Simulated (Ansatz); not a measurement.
K2Sn2O3 in space group I2_13 (No. 199; K on 8a, Sn on 8a, O on 12b) under volume change, the program Ansatz at the PBEsol level (PAW), shape and atoms relaxed at each volume.

```
V (Å³/atom)  E − E(relaxed) (meV/atom)  P (GPa)
-----------  -------------------------  -------
18.662                            15.8     3.01
19.277                             6.6     1.83
19.892                             1.5     0.84
20.507                             0.0     0.00
21.123                             1.3    -0.69
21.738                             5.1    -1.27
22.353                            10.8    -1.70
```

**Question.** What does a third-order Birch–Murnaghan fit give for V₀, B₀ and B′?

**Answer.** V₀ = 20.51 Å³/atom, B₀ = 25.0 GPa, B′ = 5.2.

The first step of the workflow began from a Materials Project structure, measured or hypothetical; the Crystallography Open Database copy checked does not list it. COD files the formula under space group No. 166. Its standing as an ambient phase is unchecked. The PBEsol relaxation kept the symmetry of its start; its stability against distortions is not shown here. Scalar-relativistic: spin–orbit coupling is off unless named, which matters more the heavier the elements.

Potentials: the later of the program's two PAW sets.
